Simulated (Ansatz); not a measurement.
Input:

NaCl:
```
CELL_PARAMETERS angstrom
      0.00000     2.73214     2.73214
      2.73214     0.00000     2.73214
      2.73214     2.73214     0.00000
ATOMIC_POSITIONS crystal
  Na 0.00000 0.00000 0.00000
  Cl 0.50000 0.50000 0.50000
```

This is the LDA-relaxed structure.

Question: All from LDA in the plane-wave PAW code Ansatz, unless another level is named. Predict the band gap.

Answer: 5.08 eV (direct).

Question: Predict the hole effective mass, band 1 of 3 at the edge.

Answer: 2.4 along [100], 6.9 along [110], 4.3 along [111] (mₑ).

Question: And the electron effective mass?

Answer: 0.37 mₑ (isotropic).

Question: Predict the hole effective mass, band 3 of 3 at the edge.

Answer: 0.54 along [100], 0.47 along [110], 0.45 along [111] (mₑ).

Space group Fm-3m (rock salt). Symmetry was held in the LDA relaxation.

Potentials: the earlier of the program's two PAW sets. The files were generated under PBE; for other functionals the program regenerates the frozen cores, and for LDA and PBEsol the local potential too.
